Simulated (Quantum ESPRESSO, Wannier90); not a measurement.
CsAsF6 (R-3), plane waves to Wannier functions

```
begin unit_cell_cart
ang
    3.8558601241    2.2261818806    2.6220500000
   -3.8558601241    2.2261818806    2.6220500000
    0.0000000000   -4.4523637612    2.6220500000
end unit_cell_cart
begin atoms_frac
Cs   0.5000000000  0.5000000000  0.5000000000
As   0.0000000000  0.0000000000  0.0000000000
F    0.1895900000  0.2754800000 -0.0776600000
F   -0.1895900000 -0.2754800000  0.0776600000
F   -0.0776600000  0.1895900000  0.2754800000
F    0.0776600000 -0.1895900000 -0.2754800000
F    0.2754800000 -0.0776600000  0.1895900000
F   -0.2754800000  0.0776600000 -0.1895900000
end atoms_frac
```

Materials Project entry mp-9820; symmetrised, unrelaxed at this level. Not found in the COD (Crystallography Open Database) copy used; not checked further. Level: LDA, no spin polarisation, no spin-orbit coupling; pw.x of Quantum ESPRESSO at 68 Ry with PseudoDojo potentials, 4×4×4 k-points, Wannier90. Density: 6×6×6 mesh, cold smearing 0.01 Ry. Spin-orbit coupling is left out although heavy elements are present.

Bands 6-11,13-16,20-33 form an isolated set from -22.01 to 0.00 eV relative to the valence-band maximum (on the path) and are turned into 24 Wannier functions by minimising the spread from the start: s and p on F. Bands 12 (Cs 5s 99 %), 17–19 (Cs 5p 75 %, F 2p 22 %) lie between the kept ones and are excluded.

Task: Where do the functions sit, how wide are they and what are they made of?

Result: 
| functions | spread (Å²) | nearest atom, distance (Å) | second atom, distance (Å) | weight on atomic waves |
|---|---|---|---|---|
| 2 | 0.95 | F 0.28 | As 1.80 | F 2p 67 %, F 2s 28 % |
| 6 | 1.11 | F 0.32 | As 1.85 | F 2p 66 %, F 2s 27 %, Cs 5p 4 % |
| 4 | 0.82 | F 0.29 | As 1.80 | F 2p 67 %, F 2s 28 % |
| 6 | 1.47 | F 0.54 | As 1.21 | F 2p 66 %, F 2s 10 %, As 4p 10 % |
| 2 | 0.83 | F 0.29 | As 1.80 | F 2p 67 %, F 2s 28 % |
| 4 | 0.94 | F 0.28 | As 1.80 | F 2p 67 %, F 2s 28 % |

Ω_I = 23.09 Å², Ω_total = 26.08 Å²; the interpolated bands follow pw.x to 3.0 meV rms on the path. It is the lowest total spread that any start reached here.
